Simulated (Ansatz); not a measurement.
The elements of this relaxed trial crystal are hidden behind letters.

```
lattice vectors (Å)
   4.4857    0.0000    0.0000
   0.0000    4.4857    0.0000
   0.0000    0.0000    4.4857
fractional positions
X 0.0000 0.5000 0.5000
X 0.5000 0.5000 0.0000
X 0.5000 0.0000 0.5000
Z 0.0000 0.0000 0.0000
Q 0.2019 0.7981 0.7981
Q 0.7981 0.7981 0.2019
Q 0.7981 0.2019 0.7981
Q 0.2019 0.2019 0.2019
```

Level of theory: DFT PBE, scalar-relativistic, plane waves, PAW (Ansatz 0.2.0). Plane waves to 420 eV, an 8×8×8 mesh through Γ for the 8-atom cell and 0.10 eV Gaussian smearing; no spin polarisation.

* Space group: P-43m (No. 215)
* Conventional cell: a = 4.486 Å
* Volume per atom: 11.28 Å³
* Density: 6.36 g/cm³
* Energy over the elements: −0.67 eV/atom
* Gap on the 8×8×8 mesh of the 8-atom cell: 0 eV (a metal)

Energies are uncorrected and count from the elements' standard states at the same level.

**Question.** X is a d-block element of period 5, Z is a p-block element of period 2 and Q is a p-block element of period 2. Which elements are they?

**Answer.** X = Nb, Z = B, Q = N, so the formula is Nb3BN4. Density times volume gives a mean mass of 6.36 × 11.28/1.6605 = 43.2 u per atom, and this set has 43.2 u. Nb has 4 N at 2.10 Å; around B lie 4 N at 1.57 Å; N is surrounded by 1 B at 1.57 Å and 3 Nb at 2.10 Å. Other sets within the hints have nearly the same mass, so mass alone doesn't settle it; this one was computed.

Symmetry constrained the relaxation, so the result can be a saddle point.
